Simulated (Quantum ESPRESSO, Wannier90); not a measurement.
**Wannier functions of CdSe (wurtzite)**

```
begin unit_cell_cart
ang
    4.3460898497    0.0000000000    0.0000000000
   -2.1730449248    3.7638242170    0.0000000000
    0.0000000000    0.0000000000    7.0898400000
end unit_cell_cart
begin atoms_frac
Cd  -0.3333333333  0.3333333333  0.4999500000
Cd   0.3333333333 -0.3333333333 -0.0000500000
Se  -0.3333333333  0.3333333333 -0.1240900000
Se   0.3333333333 -0.3333333333  0.3759100000
end atoms_frac
```

Materials Project entry mp-1070; symmetrised, unrelaxed at this level. COD (Crystallography Open Database) has an entry of this formula and space group (matched by these alone). Computed values, not measurements, from LDA: Quantum ESPRESSO (norm-conserving PseudoDojo potentials, cutoff 82 Ry, no spin polarisation, no spin-orbit coupling) on a Γ-centred 6×6×4 mesh, then Wannier90. Density: 12×12×6 mesh, Gaussian smearing 0.01 Ry. Spin-orbit coupling, left out, would split the p-like bands by a few tenths of an eV.

A tight-binding model is made by disentanglement and projection with no localisation steps (num_iter = 0), so the 16 orbitals stay atom-like: hydrogen-like Cd: s;p; Se: s;p, axes along x, y, z; frozen window up to 1.82 eV relative to the valence-band maximum. It follows pw.x to 2.0 meV rms for states up to 1.3 eV relative to the valence-band maximum. Matrix elements depend on this choice of orbitals and windows. Bands 21–30 (Cd 4d 96 %) lie between the kept ones and are excluded.

The 30 largest hoppings ⟨m,0|H|n,R⟩ between different sites (one of each Hermitian pair; signs follow the real orbitals' lobes; the list may end inside a set of equal values):

```tsv
m	n	R	distance of the centres (Å)	t (eV)
Se4 pz	Cd2 pz	0 0 0	2.93	2.454
Cd1 pz	Se3 pz	0 0 1	2.93	2.454
Cd2 py	Se3 py	1 0 0	2.89	2.087
Se4 py	Cd1 py	1 0 0	2.89	2.087
Se4 pz	Cd2 s	0 0 0	2.76	1.896
Cd1 s	Se3 pz	0 0 1	2.76	1.896
Cd2 s	Se3 py	1 0 0	2.73	1.799
Se4 py	Cd1 s	1 0 0	2.73	-1.799
Se4 s	Cd2 pz	0 0 0	2.85	-1.763
Cd1 pz	Se3 s	0 0 1	2.85	-1.763
Cd2 py	Se3 s	1 0 0	2.82	-1.680
Se4 s	Cd1 py	1 0 0	2.82	1.680
Cd2 s	Se3 px	1 -1 0	2.70	1.558
Se4 px	Cd1 s	1 -1 0	2.70	-1.558
Cd1 s	Se4 px	0 1 0	2.70	1.558
Se3 px	Cd2 s	0 1 0	2.70	-1.558
Cd1 px	Se4 s	0 1 0	2.76	-1.455
Se3 s	Cd2 px	0 1 0	2.76	1.455
Cd2 px	Se3 s	1 -1 0	2.76	-1.455
Se4 s	Cd1 px	1 -1 0	2.76	1.455
Cd2 px	Se3 px	1 -1 0	2.80	1.332
Se4 px	Cd1 px	1 -1 0	2.80	1.332
Cd1 px	Se4 px	0 1 0	2.80	1.332
Se3 px	Cd2 px	0 1 0	2.80	1.332
Cd2 px	Se3 py	1 -1 0	2.74	-1.308
Se4 py	Cd1 px	1 -1 0	2.74	-1.308
Cd1 px	Se4 py	0 1 0	2.74	1.307
Se3 py	Cd2 px	0 1 0	2.74	1.307
Cd2 py	Se3 px	1 -1 0	2.67	-1.307
Se4 px	Cd1 py	1 -1 0	2.67	-1.307
```
